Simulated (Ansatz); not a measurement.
Two Ansatz runs on Ga

The cell is the one relaxed in the Materials Project (mp-142), not relaxed further here; entries there can be hypothetical.

First run: DFT, r2SCAN, PAW with Ansatz's default frozen-core files, scalar-relativistic (Ansatz 0.2.0).

Command: `ansatz run input.yaml --threads 1 --pin off --max-ram 4096MiB --backend cpu --events-out ev --progress --plain --runs-dir out` The run took about 110 s on 1 thread of a shared machine.

```yaml
crystal:
  lattice:
    - [2.2160233304, -3.7989918401, 0.0]
    - [2.2160233304, 3.7989918401, 0.0]
    - [0.0, 0.0, 4.55550353]
  atoms:
    - { symbol: Ga, position: [0.65569572, 0.34430428, 0.41540139] }
    - { symbol: Ga, position: [0.84430428, 0.15569572, 0.91540139] }
    - { symbol: Ga, position: [0.34430428, 0.65569572, 0.58459861] }
    - { symbol: Ga, position: [0.15569572, 0.84430428, 0.08459861] }
kpoints:
  mp_grid: { grid: [9, 9, 7] }
  band_path:
    path:
      - [0.0, 0.0, 0.0]
      - [-0.5, 0.5, 0.0]
      - [-0.3350652032, 0.6649347968, 0.0]
      - [0.3350652032, 0.3350652032, 0.0]
      - [0.0, 0.0, 0.0]
      - [0.0, 0.0, 0.5]
      - [0.3350652032, 0.3350652032, 0.5]
      - [-0.3350652032, 0.6649347968, 0.5]
      - [-0.5, 0.5, 0.5]
    npoints: 8
scf:
  occupations: { method: fermi_dirac, width: 0.03 }
hamiltonian:
  xc: r2scan
  pseudopotentials: { kind: paw }
output:
  forces: true
  stress: true
  eigenvalues: true
  efg: { contact_densities: true }
  populations: true
  bader: true
  dos: { projected: true, de: 0.2, e_range: [-14, 8] }
  write_density: true
  write_potential: true
  elf: true
  volumetric_format: npy
```

Result: converged; pressure 0.08 GPa; largest force 0.008 eV/Å; no gap on the k mesh; 7 SCF iterations.

A second run of a changed input logged this at its end:

```
Error: inconsistent input (hamiltonian.hubbard.sites[].l, hamiltonian.hubbard.sites[].shell): the file of Ga doesn't list 4f, and it can't be added: PBE doesn't bind the shell 4f of the free atom, whose level lies at +1.02 eV. Type an atom or ion with it (hamiltonian.pseudopotentials.projection_atoms), take another file or name another shell
```

Question: What was wrong with the input?

Answer: A U on a shell that isn't there, by this change (others could give a like log):
```diff
@@ -25,7 +25,9 @@
 scf:
   occupations: { method: fermi_dirac, width: 0.03 }
+  max_iter: 80
 hamiltonian:
   xc: r2scan
   pseudopotentials: { kind: paw }
+  hubbard: { sites: [{ species: Ga, l: f, u_eff: 30.0 }] }
 output:
   forces: true
@@ -34,9 +36,3 @@
   efg: { contact_densities: true }
   populations: true
-  bader: true
-  dos: { projected: true, de: 0.2, e_range: [-14, 8] }
-  write_density: true
-  write_potential: true
-  elf: true
-  volumetric_format: npy
```
